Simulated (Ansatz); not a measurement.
**Formation energy of PtSe in the rocksalt structure**

Level of theory: DFT, PBEsol, scalar-relativistic, collinear spin; plane waves to 420 eV with PAW datasets (Ansatz 0.2.0), Γ-centred 10×10×10 mesh, 0.05 eV Gaussian smearing. The datasets are Ansatz's generated set soft_2.

The cell came from substitution into a structure type; whether the compound takes it is for experiment to say.

Symmetry: Fm-3m, No. 225, cubic system. Conventional cell: a = 5.212 Å, b = 5.212 Å, c = 5.212 Å, α = 90.00°, β = 90.00°, γ = 90.00°. Around Pt (site symmetry m-3m) lie 6 Se at 2.61 Å. Se (site symmetry m-3m) has 6 Pt at 2.61 Å as nearest neighbours. (Shells end 15 % past the nearest neighbour.)

The elements were computed in their standard states with the same datasets, cutoff and functional. Absolute energies hang on the potentials; compare differences alone.

Energy of the relaxed cell (2 atoms, smearing extrapolated to zero): -17808.095 eV. Elements, in eV/atom: Pt -12383.816, Se -5424.207.

Problem. What is the formation energy?

Solution. [-17808.095 − (1 × -12383.816 + 1 × -5424.207)] / 2 = -0.04 eV/atom, or -3 kJ per mole of atoms.

The value is for 0 K, without zero-point energy. Uncorrected semilocal values for oxides, chalcogenides and halides often miss by tenths of an eV an atom. A negative value shows stability against the elements alone, not against other compounds or structures.

Scalar-relativistic only: spin–orbit splittings of the heavy atoms' levels are missing. The starting moments died out; a magnetic state reached from other starts isn't excluded.
